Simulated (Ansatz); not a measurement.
BaZrO3 (cubic perovskite)

```xyz
5
Lattice="4.2272 0.0000 0.0000 0.0000 4.2272 0.0000 0.0000 0.0000 4.2272" Properties=species:S:1:pos:R:3 pbc="T T T"
Ba     0.0000     0.0000     0.0000
Zr     2.1136     2.1136     2.1136
O      0.0000     2.1136     2.1136
O      2.1136     2.1136     0.0000
O      2.1136     0.0000     2.1136
```

The slice is a {110} plane (indices of the conventional cell) through the point (0.000, 0.000, 0.000) (fractional), spanned by u = [100] and v = [011] in vectors of this cell: u (4.23 Å) and v (5.98 Å, at 90° to u). It covers one period; positions are fractions (u, v).

Method: PBE (plane waves to 420 eV, PAW, scalar-relativistic; Ansatz, an electronic-structure program). k mesh 8×8×8. These are valence fields of a PAW run, semicore shells included where kept as valence: close to a nucleus they are smooth pseudo fields. BaZrO3 is run without spin polarisation. BaZrO3 was relaxed with its symmetry unable to fall.

Question: What is the ELF at the density minimum of the shortest Zr–O line in this plane (2.11 Å)?

Answer: 0.2.

Question: What is the valence density on the shortest Zr–O line in this plane (2.11 Å), at its minimum between the atoms?

Answer: 0.64 e/Å³.

Question: Sketch the valence electron density on this plane as a map.

Answer: 
```
|==++********++--::..        ..::--++********++|
|**********++==--::..        ..::--==++********|
|**********++==--::..        ..::--==++********|
|********++==--::................::--==++******|
|****++++==--::::................::::--==++++**|
|++++====--::::....................::::--====++|
|--------::::......::::::::::::......::::------|
|::::::::..........::::::::::::..........::::::|
|::::::::........::::::----::::::........::::::|
|------::::::::::::----====----::::::::::::----|
|======----::::----==++++++++==----::::----====|
|****++====----==++**########**++==----====++**|
|####****++====++**##%%%%%%%%##**++====++****##|
|@@%%%%##++++++**##%%%%%%%%%%%%##**++++++##%%%%|
|@@@@%%##**++++**%%%%%%%%%%%%%%%%**++++**##%%@@|
|@@@@@@%%**++++**%%%%%%%%%%%%%%%%**++++**%%@@@@|
|@@@@%%##**++++**%%%%%%%%%%%%%%%%**++++**##%%@@|
|@@%%%%##++++++**##%%%%%%%%%%%%##**++++++##%%%%|
|####****++====++**##%%%%%%%%##**++====++****##|
|****++====----==++**########**++==----====++**|
|======----::::----==++++++++==----::::----====|
|------::::::::::::----====----::::::::::::----|
|::::::::........::::::----::::::........::::::|
|::::::::..........::::::::::::..........::::::|
|--------::::......::::::::::::......::::------|
|++++====--::::....................::::--====++|
|****++++==--::::................::::--==++++**|
|********++==--::................::--==++******|
|**********++==--::..        ..::--==++********|
|**********++==--::..        ..::--==++********|
|==++********++--::..        ..::--++********++|
|--==********++--::..        ..::--++********==|
```
Scale: ten equal steps from -1.56 (start of ' ') to 0.88 (end of '@'), in the order ' .:-=+*#%@'. Values: log₁₀ of the valence density in e/Å³. The map has 23 points along u (two characters each, u = 0 at the left) and 32 along v (v = 0 in the bottom row). The scale is logarithmic, as a density can span decades between atoms and voids.
